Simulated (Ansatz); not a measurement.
# What a change of settings does: Ru (hcp type)

First run: DFT, PBEsol, PAW with Ansatz's default frozen-core files, scalar-relativistic (Ansatz 0.2.0).

Command: `ansatz run input.yaml --threads 2 --pin off --max-ram 4096MiB --backend cpu --events-out ev --progress --plain --runs-dir out` It took 9 s on 2 threads of Intel(R) Xeon(R) Platinum 8488C (Sapphire Rapids), with other jobs on the host, peak memory 0.45 GiB.

```yaml
crystal:
  lattice:
    - [2.6679256712, 0.0, 0.0]
    - [-1.3339628356, 2.3104914067, 0.0]
    - [0.0, 0.0, 4.3220395874]
  atoms:
    - { symbol: Ru, position: [0.3333333333, 0.6666666667, 0.25] }
    - { symbol: Ru, position: [0.6666666667, 0.3333333333, 0.75] }
kpoints:
  mp_grid: { grid: [19, 19, 10] }
scf:
  occupations: { method: fermi_dirac, width: 0.05 }
hamiltonian:
  xc: pbesol
  pseudopotentials: { kind: paw }
output:
  forces: true
  stress: true
relax:
  f_tol: 0.005
  max_steps: 40
  cell: {}
```

The start is a guessed cell.

This run: bulk cell relaxed.

It converges in 32 SCF iterations over all geometries at a pressure of 0.04 GPa, ending at 13.32 Å³/atom, cutoff 420 eV.

The input is then changed:

```diff
   stress: true
+  write_density: true
+  write_potential: true
+  elf: true
+  volumetric_format: npy
 relax:
   cell: {}
+basis:
+  xc_grid: 3
```

Q: What does the second run give?

A: It converges in 32 SCF iterations over all geometries at a pressure of 0.04 GPa, ending at 13.32 Å³/atom, cutoff 420 eV, free energy 0.0 meV/atom against the first run's.
